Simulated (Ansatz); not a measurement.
Here is the system:

Bi:
```yaml
crystal:
  lattice:
    - [3.25046, 0.00000, 0.00000]
    - [0.00000, 3.25046, 0.00000]
    - [0.00000, 0.00000, 3.25046]
  atoms:
    - { symbol: Bi, position: [0.00000, 0.00000, 0.00000] }
```

This is the r²SCAN-relaxed structure.

### Question
All from DFT-r²SCAN in the program Ansatz with PAW potentials, unless another level is named. Give the density of states at the Fermi level.

### Answer
0.53 states/eV per atom (mean over ±0.08 eV).

### Question
Give the gap with spin–orbit coupling.

### Answer
none (metallic).

Space group Pm-3m (simple cubic). The start of the workflow was typed in or built on a structure type; neither database checked (COD, Materials Project) lists it. It is not the phase usual at ambient conditions (space group No. 166). The r²SCAN relaxation kept the symmetry of its start; whether a distortion lowers the energy is not shown. Spin–orbit coupling is left out wherever it is not named.

Potentials: the earlier of the program's two PAW sets.
